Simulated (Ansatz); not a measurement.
Notes on CdTe

```
CELL_PARAMETERS angstrom
0.00000 3.21415 3.21415
3.21415 0.00000 3.21415
3.21415 3.21415 0.00000
ATOMIC_POSITIONS crystal
Cd 0.00000 0.00000 0.00000
Te 0.25000 0.25000 0.25000
```

Level: PBE, no spin polarisation; 420 eV; 7×7×7 Γ-centred mesh; cold occupations (width 0.1322 eV); Ansatz 0.2.0, fixed geometry.

What is the band gap?

The gap is 0.85 eV, direct at the points sampled.

Is the cell too large or too small?

The pressure is 3.8 GPa (compression positive), so with the atoms held at these fractions the cell would first expand.

What is the formation energy?

-0.43 eV an atom against the elements' usual phases (free molecules for gases, crystals otherwise, with no correction for O₂ or N₂), so it is bound against them; other compounds may still compete. Relaxing would lower it.

How is the charge shared?

Bader charges in e: Cd +0.50, Te -0.50. In the mean Cd gives up most and Te takes most.

Are the atoms at rest?

The forces vanish by the symmetry of the sites.

Origin: a database entry at a rescaled volume. Caveats: no spin-orbit coupling, which can shift this gap by tenths of an eV.
